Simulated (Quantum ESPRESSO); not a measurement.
pw.x input (Quantum ESPRESSO 7.5; PBEsol, PseudoDojo standard norm-conserving files, scalar-relativistic):

```
&CONTROL
  calculation = 'scf'
  pseudo_dir = './pseudo'
  outdir = './out'
  tprnfor = .true.
  tstress = .true.
/
&SYSTEM
  ibrav = 0
  nat = 2
  ntyp = 2
  ecutwfc = 46.0
  ecutrho = 184.0
  occupations = 'smearing'
  smearing = 'fd'
  degauss = 0.002
  nbnd = 12
/
&ELECTRONS
  conv_thr = 2e-10
/
ATOMIC_SPECIES
Br 79.9040 Br.upf
Rb 85.4678 Rb.upf
CELL_PARAMETERS angstrom
  4.071676036000   0.000000000000   0.000000000000
  0.000000000000   4.071676036000   0.000000000000
  0.000000000000   0.000000000000   4.071676036000
ATOMIC_POSITIONS crystal
Br   0.500000000000   0.500000000000   0.500000000000
Rb   0.000000000000   0.000000000000   0.000000000000
K_POINTS automatic
6 6 6 0 0 0
```

End of the output:

```
     total energy              =     -85.77232198 Ry
     estimated scf accuracy    <       0.00000918 Ry
     total energy              =     -85.77232382 Ry
     estimated scf accuracy    <       0.00000048 Ry
     total energy              =     -85.77232401 Ry
     estimated scf accuracy    <       0.00000014 Ry
[...]
     the Fermi energy is     4.4270 ev
!    total energy              =     -85.77232404 Ry
     estimated scf accuracy    <          6.3E-11 Ry
     smearing contrib. (-TS)   =       0.00000000 Ry
     internal energy E=F+TS    =     -85.77232404 Ry
     The total energy is F=E-TS. E is the sum of the following terms:
     one-electron contribution =     -12.18521291 Ry
     hartree contribution      =      11.86734719 Ry
     xc contribution           =     -24.38465419 Ry
     ewald contribution        =     -61.06980413 Ry
     convergence has been achieved in   7 iterations
     Forces acting on atoms (cartesian axes, Ry/au):
     atom    1 type  1   force =     0.00000000    0.00000000    0.00000000
     atom    2 type  2   force =     0.00000000    0.00000000    0.00000000
     Total force =     0.000000     Total SCF correction =     0.000000
     Computing stress (Cartesian axis) and pressure
          total   stress  (Ry/bohr**3)                   (kbar)     P=        0.05
   0.00000037   0.00000000   0.00000000            0.05        0.00        0.00
   0.00000000   0.00000037   0.00000000            0.00        0.05        0.00
   0.00000000   0.00000000   0.00000037            0.00        0.00        0.05
```
In a gapped system the printed Fermi energy is only some level inside the gap.

Spin-orbit coupling is not included.

Geometry relaxed with PBEsol.
